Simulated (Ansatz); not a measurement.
**Nb: a jump of H**

These are results of DFT PBE, scalar-relativistic, plane waves, PAW in Ansatz, not measurements. Settings: 420 eV cutoff, 3×3×3 k-mesh, Gaussian smearing of 0.10 eV, no spin polarisation.

Host crystal, relaxed:

```yaml
crystal:
  lattice:
    - [-1.65562, 1.65562, 1.65562]
    - [1.65562, -1.65562, 1.65562]
    - [1.65562, 1.65562, -1.65562]
  atoms:
    - { symbol: Nb, position: [0.00000, 0.00000, 0.00000] }
```

In a supercell of 20 host sites, interstitial H hops to an equivalent place, moving 1.18 Å between the relaxed ends. Climbing-image nudged elastic band at fixed cell with images 0 (start) to 4 (end), the path measured over all atoms, converged to 0.05 eV/Å; the order of the saddle wasn't checked, and the small cell leaves errors of about a tenth of an eV. Zero-point motion and tunnelling, which matter for H, are left out.

Supercell rows in host cell vectors: 2 -1 0; 0 -1 2; -2 -3 -2. H was set at (0.250, 0.500, 0.750) of the host cell.

At the relaxed start H has 4 Nb at 1.92 Å, 2 Nb at 2.98 Å, 2 Nb at 2.99 Å.

Problem. What barrier does the band give, and what surrounds the atom at the top?

Solution. 0.16 eV at image 2, where H has 2 Nb at 1.85 Å, 1 Nb at 1.90 Å, 2 Nb at 2.38 Å, 1 Nb at 2.84 Å.

Cost: 1 run of about 19 core-minutes, on Intel Xeon Processor @ 2.70GHz (shared hosts).